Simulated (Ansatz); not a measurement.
Li₂Ca:
```xyz
6
Lattice="0.0000 4.4048 4.4048 4.4048 0.0000 4.4048 4.4048 4.4048 0.0000" Properties=species:S:1:pos:R:3 pbc="T T T"
Li     1.1012     1.1012     1.1012
Li     1.1012     3.3036     3.3036
Li     3.3036     3.3036     1.1012
Li     3.3036     1.1012     3.3036
Ca     4.4048     4.4048     4.4048
Ca     6.6072     6.6072     6.6072
```

Relaxed with r²SCAN.

Tabulate the valence density and the electron localisation function along the shortest Li–Li contact (3.11 Å), the program Ansatz at the r²SCAN level (PAW).



```csv
distance from Li (Å),density (e/Å³),ELF
0.31,4.31,1.00
0.47,1.40,0.77
0.62,0.24,0.15
0.78,0.07,0.02
0.93,0.05,0.03
1.09,0.05,0.16
1.25,0.05,0.41
1.40,0.05,0.54
1.56,0.05,0.58
1.71,0.05,0.54
1.87,0.05,0.41
2.02,0.05,0.16
2.18,0.05,0.03
2.34,0.07,0.02
2.49,0.24,0.15
2.65,1.40,0.77
2.80,4.31,1.00
```

The density is the valence pseudo-density with augmentation charge, so density and ELF within about 1 Å of a nucleus are not all-electron values.

Space group Fd-3m (cubic Laves (MgCu2 type)). The workflow started from an entry of the Crystallography Open Database (COD), which files this formula under 2 space groups. Its standing as an ambient phase is unchecked. The r²SCAN relaxation kept the symmetry of its start; its stability against distortions is not shown here.

Potentials: the later of the program's two PAW sets.
